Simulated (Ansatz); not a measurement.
SiC:
```
SiC
1.0
    3.06567     0.00000     0.00000
   -1.53284     2.65495     0.00000
    0.00000     0.00000     7.03113
Si C
3 3
Cartesian
 -0.76642   1.32747   2.34371
  0.76642   1.32747   4.68742
  1.53284   0.00000   0.00000
 -0.76642   1.32747   5.85928
  0.76642   1.32747   1.17186
  1.53284   0.00000   3.51557
```

Relaxed with PBEsol. Special points in fractions of this cell's reciprocal vectors: Γ (0.000, 0.000, 0.000); M (0.500, 0.000, 0.000); K (0.333, 0.333, 0.000); A (0.000, 0.000, 0.500); L (0.500, 0.000, 0.500); H (0.333, 0.333, 0.500).

List the band energies nearest the valence-band maximum at these points for the program Ansatz at the PBEsol level (PAW).

In eV from the valence-band maximum; about four levels below and three above (degenerate sets whole), none deeper than 8.9 eV; points with the same levels are listed once.

| k | below | above |
|---|---|---|
| Γ | -0.36 -0.36 -0.21 0.00 | 3.35 3.35 4.30 |
| M | -3.65 -2.96 -2.47 -2.21 | 0.77 1.51 2.64 |
| K | -5.81 -5.81 -3.37 -2.38 -2.38 | 2.51 3.13 3.13 |
| A | -1.01 -0.37 -0.17 -0.17 | 2.95 4.59 4.59 |
| L | -3.49 -2.82 -2.52 -2.07 | 1.81 2.63 3.38 |
| H | -5.00 -5.00 -3.53 -2.51 | 2.78 5.39 5.39 |

Space group P6_422. The start of the workflow was typed in or built on a structure type; neither database checked (COD, Materials Project) lists it. It is not the phase usual at ambient conditions (space group No. 186, 216). The PBEsol relaxation kept the symmetry of its start; phonons on a q-mesh show no instability. Its formation energy is positive at this level, so the cell may be metastable or incomplete.

Potentials: the later of the program's two PAW sets.
